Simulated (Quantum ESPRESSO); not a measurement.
# Computed records: GaGe6N (made-up cell)

All values are calculated (Quantum ESPRESSO 7.5). Calculation on a made-up crystal cell, not a measurement: periodic Kohn-Sham density functional theory in plane waves with PseudoDojo standard norm-conserving scalar-relativistic pseudopotentials, each functional with its own files (v0.5 for PBE, v0.4.1 for LDA and PBEsol), no spin polarisation, no spin-orbit coupling, atoms not relaxed, stress positive in tension, energies less a fixed whole-eV offset for each atom's element; levels are Kohn-Sham levels at fractions of this cell's reciprocal vectors, counted from the reference band (half the neutral cell's valence electrons, rounded up) at Gamma; error bars cover cutoff and k-mesh only, not smearing or the files; added strain carries the atoms with the cell, and shear is the tensor component; each bar is the largest change over components, and at least 0.002 eV, 0.002 eV per angstrom or 0.02 GPa; energies are for the whole cell, and the offsets were chosen from early runs and are not element reference energies.

Entry: GaGe6N (made-up cell)

```
GaGe6N
1.0
      5.7343     0.0000     0.0000
      0.0000     5.7343     0.0000
      0.0000     0.0000     5.7343
Ga N Ge
1 1 6
Direct
  -0.00204 0.01132 0.01662
  -0.02114 0.47566 0.50189
  0.48693 0.01725 0.53149
  0.48719 0.49945 0.00310
  0.25048 0.25974 0.26823
  0.23288 0.73587 0.75526
  0.74169 0.23555 0.76689
  0.72450 0.74623 0.23846
```

* lattice type: zincblende/diamond
* functional: pbe
* cutoff: 1143 eV
* fermi dirac smearing: 0.1 eV
* scf tolerance: 1e-07 eV
* electrons removed: 0
* k mesh: 6 x 6 x 6, shifted by half a step
* free energy less offsets: 0.2463 eV
* smearing term minus ts: -0.08923 eV
* scf iterations: 11
* pressure: -3.53 GPa
* stress xx: 3.117 GPa
* stress yy: 3.381 GPa
* stress zz: 4.093 GPa
* stress yz: 0.1554 GPa
* stress xz: -2.804 GPa
* stress xy: -1.061 GPa
* fermi level: 0.01057 eV
* reference band: 51
* error bar energy: 0.003409 eV
* error bar stress: 0.02 GPa
* error bar force: 0.005018 eV/Å
* error bar next band up: 0.002 eV
* error bar fermi level: 0.002 eV
* error bars from: tighter rerun of a related cell

Atoms:
```tsv
atoms element	atom site	atom energy offset (eV)
Ga	1	-2080
N	2	-283
Ge	3	-2430
Ge	4	-2430
Ge	5	-2430
Ge	6	-2430
Ge	7	-2430
Ge	8	-2430
```

Forces:
```tsv
site	x (eV/Å)	y (eV/Å)	z (eV/Å)
1	0.2739	-0.5036	0.1949
2	0.4238	0.257	0.0598
3	-0.3243	-1.238	-1.077
4	-0.1097	-0.4312	-0.3276
5	-1.579	0.3832	0.7648
6	-1.267	-0.2506	-0.7034
7	1.371	1.441	-0.4217
8	1.212	0.3423	1.51
```

Levels:
```tsv
level k point	next band up (eV)
Gamma	0.4633
(1/2,1/2,1/2)	0.1328
(0.15,0,0)	0.1567
(0,0.15,0)	0.239
(0,0,0.15)	0.1909
```
